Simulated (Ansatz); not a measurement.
**ZnCd$_{2}$S$_{3}$: computed properties**

Computed with Ansatz 0.2.0, DFT PBE, scalar-relativistic, plane waves, PAW.

Settings: cutoff 420 eV, Γ-centred mesh 10×10×10 on the computed 6-atom cell, Gaussian smearing of 0.02 eV; no spin polarisation.

The structure is relaxed at this level of theory with its symmetry kept, and needn't be the ground state of this composition.

Space group I-4m2 (No. 119), tetragonal, a = 4.055 Å, c = 17.464 Å. Zn has 4 S at 2.39 Å; Cd is surrounded by 4 S at 2.55 Å; around S on a site of symmetry -4m2 lie 4 Cd at 2.55 Å; S on a site of symmetry 2mm is surrounded by 2 Zn at 2.39 Å and 2 Cd at 2.55 Å.

| Item | Value |
| --- | --- |
| Volume per atom | 161.5 bohr³ |
| Formation energy from the elements' standard states (uncorrected) | -0.698 eV/atom |
| Kohn–Sham band gap | 1.23 eV, direct at Γ |
| Orbital (Löwdin) character of the top 1 eV of the valence band | S 3p 90 % |
| Orbital (Löwdin) character of the lowest 1 eV of the conduction band | Cd 5s 42 %, S 3s 21 %, S 3p 20 %, Zn 4s 15 % |
| Electron masses at the edge by direction of the standard setting (m_e; one valley, along these axes only; no spin-orbit coupling) | x: 0.13; y: 0.13; z: 0.14 |
| Hole masses at the edge by direction of the standard setting (m_e; one valley, along these axes only; no spin-orbit coupling) | x: 3.7, 0.12; y: 3.7, 0.12; z: 0.81, 0.81 |
| Bader charge by site (e) | Zn (1 in the cell) 0.89, Cd (2 in the cell) 0.85, S (1 in the cell) -0.86, S (2 in the cell) -0.87 |

The cell was found from a structure generator's guess, not taken from experiment. Kohn–Sham gaps at this level usually fall short of measured ones. Löwdin shares on free-atom orbitals overweight diffuse shells in the empty bands.
